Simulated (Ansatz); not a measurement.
A generator proposed this cell of In₂S.

```xyz
3
Lattice="4.7055 0.0000 0.0000 -2.3528 4.0751 0.0000 0.0000 0.0000 4.5158" Properties=species:S:1:pos:R:3 pbc="T T T"
In    0.0000    2.7167    2.0190
In    2.3528    1.3584    2.0190
S     0.0000    0.0000    3.2860
```

Computed with DFT PBE, scalar-relativistic, plane waves, PAW (Ansatz 0.2.0). Plane waves to 420 eV, a k mesh through Γ of 6×6×4 on the computed 3-atom cell and Gaussian smearing (0.10 eV); no spin polarisation.

The zero of energy is the elements' standard structures at the same level; no fitted shifts are applied.

Problem. What does a single point on this coarse mesh give?

Solution. The pressure is 5.3 GPa (the mean over three directions, positive in compression), the largest force is 0.49 eV/Å, and the energy is +0.23 eV/atom against the elements. The shortest distance is 2.72 Å.

Problem. How much does it gain on relaxing, and where does it end?

Solution. Relaxing gains about 0.11 eV/atom (the start's value is from the coarse mesh, so the gain is rough) in 10 ionic steps and ends at +0.11 eV/atom on the finer mesh. The symmetry stays P6mm (No. 183). The volume per atom shrinks by 4.5 %, from 28.9 to 27.6 Å³. The shortest distance goes from 2.72 Å (In–In) to 2.89 Å (In–In). The ratio c/a of the conventional cell changes by a factor of 0.79. Conventional cell: a = 5.008 Å, c = 3.809 Å. In is surrounded by 3 In at 2.89 Å, 3 S at 3.19 Å, 3 S at 3.80 Å and 2 In at 3.81 Å; S has 6 In at 3.19 Å, 6 In at 3.80 Å and 2 S at 3.81 Å.

The last run used a 12×12×12 mesh for its 3-atom cell and Gaussian smearing of 0.10 eV. The reference form of S is held partly by dispersion forces, which this level lacks. The relaxation can't lower the symmetry of the start. Symmetry constrained the relaxation, so the result can be a saddle point. Another cell of In2S relaxed alike, in P-3m1, lies 0.41 eV/atom lower, so this cell isn't the stable form at this level.
